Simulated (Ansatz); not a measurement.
Formation energy of CsCl-type GdRe

Level of theory: DFT, PBE, scalar-relativistic, collinear spin; plane waves to 420 eV with PAW datasets (Ansatz 0.2.0), 10×10×10 k-mesh, Gaussian smearing of 0.05 eV. The datasets are Ansatz's generated set soft_2.

The cell came from substitution into a structure type; no database entry of this phase was matched, which doesn't show that none exists.

Symmetry: Pm-3m, No. 221, cubic system. The conventional cell has a = 3.460 Å, b = 3.460 Å, c = 3.460 Å, α = 90.00°, β = 90.00°, γ = 90.00°. Gd (site symmetry m-3m) has 8 Re at 3.00 Å as nearest neighbours. Re (site symmetry m-3m) has 8 Gd at 3.00 Å as nearest neighbours. (Neighbours are counted to 15 % beyond the shortest distance.)

The elements were computed in their standard states with the same datasets, cutoff and functional. The compound's run is ferromagnetic, with site spin moments Gd 6.92; Re -0.63 μB. Absolute energies hang on the potentials; compare differences alone.

Energy of the relaxed cell (2 atoms, smearing extrapolated to zero): -20199.113 eV. Elements, in eV/atom: Gd -9332.227, Re -10868.076.

Problem. What is the formation energy?

Solution. [-20199.113 − (1 × -9332.227 + 1 × -10868.076)] / 2 = 0.59 eV/atom, or 57 kJ per mole of atoms.

The value is for 0 K, without zero-point energy. A positive value means that this structure is unstable even against the elements at this level.

Without a U the 4f levels of Gd lie too near the Fermi level, so their share of the states there, and what hangs on it, is overstated. No spin–orbit coupling, a notable omission for heavy elements. The run wasn't fully tested for a lower electronic state. Site moments are of spin, integrated over atomic spheres. The moments were started parallel, and the real magnetic order may be another.
